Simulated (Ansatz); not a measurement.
One crystal and one scan (energy over volume and axial ratio) at two levels, PBE (plane waves to 420 eV, PAW, scalar-relativistic; Ansatz, a quantum-chemistry and plane-wave program) and r2SCAN (plane waves to 500 eV, PAW, scalar-relativistic; Ansatz), each from its own relaxed cell and on its own mesh. The cell shown is that of PBE.

KI (rock salt)

```
KI
1.0
    0.00000     3.59063     3.59063
    3.59063     0.00000     3.59063
    3.59063     3.59063     0.00000
I K
1 1
Cartesian
  0.00000   0.00000   0.00000
  3.59063   3.59063   3.59063
```

Grid over V/V₀ and (c/a)/(c/a)₀, subscript 0 meaning the relaxed cell; the conventional c axis lies along z; no internal relaxation.

The energy includes the smearing's −TS. KI was relaxed with its symmetry unable to fall. Spin-orbit coupling is left out, though I is heavy. Percentages come from the unrounded values. Both scans cover V/V₀ from 0.920 to 1.080 and (c/a)/(c/a)₀ from 0.960 to 1.040.

Results of PBE:

* **Lattice constant a (Å)**: 7.181
* **Shear modulus C′ = (C11 − C12)/2 (fit, atoms clamped) (GPa)**: 10.1

Question: What does r2SCAN give for the same quantities?

Answer: 
```csv
quantity,r2SCAN,PBE − r2SCAN
Lattice constant a (Å),7.092,+0.089 (+1.3 %)
"Shear modulus C′ = (C11 − C12)/2 (fit, atoms clamped) (GPa)",13.5,-3.4 (-25 %)
```

PBE gives the higher value for: lattice constant a. PBE gives the lower value for: shear modulus C′.

(Under strain, the slope of the energy per volume gives the stress and its curvature an elastic modulus.)
